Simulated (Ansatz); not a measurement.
LaSc, a known structure type with other elements, at an estimated volume

```
CELL_PARAMETERS angstrom
3.48629 0.00000 0.00000
-1.74315 3.01922 0.00000
0.00000 0.00000 8.61724
ATOMIC_POSITIONS crystal
Sc 0.33330 0.66670 0.25000
Sc 0.66660 0.33330 0.75000
La 0.00000 0.00000 0.00000
La 0.00000 0.00000 0.50000
```

Level: LDA, no spin polarisation; 420 eV; 11×11×4 Γ-centred mesh; fermi-dirac occupations (width 0.1 eV); Ansatz 0.2.0, fixed geometry.

Contacts: Sc–La at 2.95 Å: least valence density 0.20 e/Å³ and ELF 0.11 there. These are pseudo-fields; inside the PAW spheres they differ from the all-electron ones.
Stress: The pressure is 9.4 GPa (compression positive), so with the atoms held at these fractions the cell would first expand. The principal stresses 0.9, 0.9, 26.4 GPa differ, so its shape would change too.
Charges: Bader charges in e: La -0.47, Sc +0.47. In the mean Sc gives up most and La takes most, against the order of Pauling's electronegativities.
Electronic structure: It is a metal, with about 3.8 states/eV a cell as the mean within 0.25 eV of the Fermi level, mostly Sc d (44 %) and La d (40 %).

Origin: a known structure type with other elements, at an estimated volume, so it need not be a known compound. Caveats: f levels without a U or exact exchange are poorly placed.
